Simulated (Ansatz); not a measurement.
## A plane-wave run on MgGaP2

The input, for Ansatz 0.2.0 (plane waves, PAW):

```yaml
crystal:
  lattice:
    - [0.0, 5.850863, 0.0]
    - [5.850863, 0.0, 0.0]
    - [2.925431, 2.925431, -5.156203]
  atoms:
    - { symbol: P, position: [0.6679, 0.125, 0.25] }
    - { symbol: P, position: [0.875, 0.9179, 0.75] }
    - { symbol: P, position: [0.0821, 0.625, 0.25] }
    - { symbol: P, position: [0.375, 0.3321, 0.75] }
    - { symbol: Ga, position: [0.0, 0.0, 0.0] }
    - { symbol: Ga, position: [0.75, 0.25, 0.5] }
    - { symbol: Mg, position: [0.25, 0.75, 0.5] }
    - { symbol: Mg, position: [0.5, 0.5, 0.0] }
  symmetry: { tolerance: 0.0003 }
kpoints:
  mp_grid: { grid: [7, 7, 7], shift: [0, 0, 0] }
  band_path:
    path:
      - [0.0, 0.0, 0.0]
      - [0.5, 0.5, 0.5]
      - [0.5, 0.5, 0.25]
      - [0.0, 0.5, 0.0]
      - [0.0, 0.0, 0.0]
      - [0.0, 0.0, -0.5]
      - [0.0, 0.33905042, -0.33047479]
      - [0.0, 0.66094958, 0.33047479]
      - [0.0, 0.0, 0.0]
      - [0.5, 0.5, 0.5]
      - [0.33905042, 0.66094958, 0.5]
    npoints: 6
magnetization:
  spin_polarized: false
scf:
  occupations: { method: gaussian, width: 0.1358 }
  lower_state_search: "off"
  max_iter: 200
hamiltonian:
  pseudopotentials: { kind: paw }
  xc: pbe
basis:
  ecutwfc: 420
  fft_grid_basis: typed
output:
  forces: true
  stress: true
  eigenvalues: true
  bader: true
  populations: true
  elf: true
  write_potential: true
  volumetric_format: npy
  dos:
    e_range: [-12, 8]
    de: 0.05
    projected: { site_lists: { Ga: [Ga], Mg: [Mg], P: [P] } }
checkpoint:
  read: saved_state
```

The saved state is an earlier solution for the same cell, perhaps on another mesh. 

Parts of the output:

```
SCF iter   1: F=—  Δρ=4.39e-4  dr2=2.27e-4
SCF iter   2: F=—  Δρ=2.51e-4  dr2=8.69e-5
SCF iter   3: F=—  Δρ=5.45e-5  dr2=4.61e-6
SCF iter   4: F=—  Δρ=2.94e-5  dr2=1.39e-6
SCF iter   5: F=—  Δρ=7.21e-6  dr2=1.51e-7
SCF iter   6: F=-14437.9771 eV  Δρ=2.30e-6  dr2=1.72e-8
Free energy (F): -14437.9771 eV
Harris-Foulkes:  -14437.9771 eV  (|F-HF|=9.30e-9)
Internal energy: -14437.9152 eV  (E = F + TS)
E sigma→0 (E₀):  -14437.9461 eV
Entropy (-TS):   -0.0619 eV (-7.735 meV/atom)
Fermi energy:    5.0551 eV
--- Per-component energies (eV) ---
  E_band       = -871.5261
  E_kinetic    = 662.8817
  E_local      = -8296.9859  (includes V_loc(G=0)·N_el)
  E_nonlocal   = 1176.2167
  E_hartree    = 3462.5937
  E_xc         = -441.4477
  E_vxc        = -432.8247  (∫ρ·V_xc dr)
  E_paw        = -6838.5760  (= ΣΔE_a)
  E_vpaw       = -906.0020  (= ΣTr[D̂ρ^β])
  E_aug_tail   = -0.0002  (compensation charges beyond the density's cutoff)
  E_ewald      = -4162.5974
  E_smearing   = -0.0619  (= −TS)
--- Forces (eV/Å), atoms counted from 1 ---
  atom   1  P      0.0000    -1.0015     0.0000
  atom   2  P     -1.0015     0.0000     0.0000
  atom   3  P      0.0000     1.0015     0.0000
  atom   4  P      1.0015     0.0000     0.0000
  atom   5  Ga     0.0000     0.0000     0.0000
  atom   6  Ga     0.0000     0.0000     0.0000
  atom   7  Mg     0.0000     0.0000     0.0000
  atom   8  Mg     0.0000     0.0000     0.0000
--- Stress (GPa, compression-positive) ---
        2.9758       0.0000       0.0000
        0.0000       2.9758       0.0000
        0.0000       0.0000       3.0675
  P = ⅓ Tr σ = 3.0063 GPa (30.063 kbar)
--- Löwdin populations: 8 sites ---
  site symbol       q [e]
     0      P      5.5481
     1      P      5.5481
     2      P      5.5481
     3      P      5.5481
     4     Ga     13.0453
     5     Ga     13.0453
     6     Mg      8.6509
     7     Mg      8.6509
  spilling = 0.0063 (of n_electrons = 66.0000)
--- Bader charges: 8 sites ---
  site symbol  charge [e]  shift [e]
     0      P     -1.1667     0.0014
     1      P     -1.1667     0.0014
     2      P     -1.1667     0.0014
     3      P     -1.1667     0.0014
     4     Ga      0.7931     0.0019
     5     Ga      0.7930     0.0019
     6     Mg      1.5403     0.0008
     7     Mg      1.5403     0.0008
```

Total energies depend on the potentials used, so only differences within one code and one set of settings carry meaning.

Origin: a known structure type with other elements, at an estimated volume, so it need not be a known compound. Caveats: many states at the Fermi level without spin polarisation, so a magnetic state may lie lower.
